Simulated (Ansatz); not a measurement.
BiTe (zincblende structure)

The computed numbers are results of PBE, scalar-relativistic (no spin polarisation) in the plane-wave PAW code Ansatz at 420 eV, Γ-centred 8×8×8 mesh, 0.05 eV Gaussian smearing; PAW files: Ansatz's generated set soft_2.

```
Bi Te
1.0
     0.00000    3.62276    3.62276
     3.62276    0.00000    3.62276
     3.62276    3.62276    0.00000
Bi Te
1 1
Direct
  0.00000 0.00000 0.00000
  0.25000 0.25000 0.25000
```

The start was a prototype's sites filled with these elements. The Crystallography Open Database lists the compound in space groups P-3m1, Fm-3m (rock salt), so this is a trial structure.

The cell above was scaled in volume, its shape and atoms being fixed by the lattice's symmetry. Energies are counted from the cell above.

```csv
V (Å³/atom),ΔE (meV/atom),P (GPa)
44.93,13.7,1.8
45.64,7.1,1.2
46.60,?,?
47.55,0.0,0.0
48.50,1.4,-0.5
49.45,5.8,-1.0
50.87,17.4,-1.6
52.30,34.3,-2.2
```

(1) Fill in the withheld row.

(2) What do the points give for the equilibrium volume, the bulk modulus and its pressure derivative (third-order Birch–Murnaghan)?

Answers:

(1) ΔE (meV/atom): 1.8, P (GPa): 0.6.

(2) V0 = 47.59 Å³/atom, B0 = 27 GPa, B0′ isn't fixed: the energies give 3.6, and a fit of the pressures differs by over 0.35.

B0·V0 = 27.2 GPa × 47.59 Å³ = 8.08 eV/atom sets the scale: near the minimum ΔE ≈ ½ B0 V0 x², with x = V/V0 − 1, and a pressure of 0.27 GPa squeezes the volume by about 1 %. At the ends of the curve: x = −5.6 % predicts 12.6 meV/atom and the run gives 13.7; x = +9.9 % predicts 39.6 meV/atom and the run gives 34.3. Compression costs more and expansion less than the parabola says, since the crystal stiffens as it shrinks; B0′ measures that.

These numbers lack spin–orbit coupling. The cell is a metal with an odd number of electrons, and spin polarisation wasn't tried. A displaced or strained copy of the relaxed cell lay 1.2 meV/atom lower, so the structure isn't a true minimum at this level, unless the mesh, which matters in a metal, makes it so.
